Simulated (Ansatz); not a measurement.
Data:

ZnCu (CsCl type, Pm-3m), a = 2.8692 Å, b = 2.8692 Å, c = 2.8692 Å, α = 90.00°, β = 90.00°, γ = 90.00°.

This is the LDA-relaxed structure.

### Question
All from the program Ansatz at the LDA level (PAW), unless another level is named. Predict the bulk modulus (Birch–Murnaghan fit).

### Answer
155 GPa.

### Question
Give the elastic constants (relaxed ions, GPa).

### Answer
C11 = 158, C12 = 153, C44 = 106.

### Question
Predict the highest zone-centre frequency.

### Answer
27.1 meV.

Symmetry was held in the LDA relaxation. The run is not spin-polarised. As this level gives no gap, shear constants depend on the k-mesh and smearing (Fermi–Dirac, 0.1 eV here).

Potentials: the earlier of the program's two PAW sets. The files were generated under PBE; for other functionals the program regenerates the frozen cores, and for LDA and PBEsol the local potential too.
